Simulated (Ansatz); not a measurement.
Cs₃Bi:
```
CELL_PARAMETERS angstrom
      0.00000     4.68415     4.68415
      4.68415     0.00000     4.68415
      4.68415     4.68415     0.00000
ATOMIC_POSITIONS crystal
  Cs 0.25000 0.25000 0.25000
  Cs 0.75000 0.75000 0.75000
  Cs 0.50000 0.50000 0.50000
  Bi 0.00000 0.00000 0.00000
```

Relaxed with r²SCAN.

### Question
Give the Bader charges and basin volumes of the independent atoms, r²SCAN in the plane-wave PAW code Ansatz.

### Answer


| atom | Bader charge (e) | Bader volume (Å³) |
|---|---|---|
| Cs1 | +0.61 | 42.7 |
| Cs3 | +0.67 | 43.6 |
| Bi4 | -1.89 | 76.5 |

Space group Fm-3m. The workflow started from a Materials Project entry (that database holds measured and hypothetical structures alike); the Crystallography Open Database copy checked does not list it. With Cs and Bi taken as one species the cell has the higher symmetry Im-3m, so it may be an ordered model of a mixed-site phase. Its standing as an ambient phase is unchecked. The cell was relaxed with r²SCAN under the symmetry of its start; its stability against distortions is not shown here. Scalar-relativistic: spin–orbit coupling is off unless named, which matters more the heavier the elements.

Potentials: the later of the program's two PAW sets.
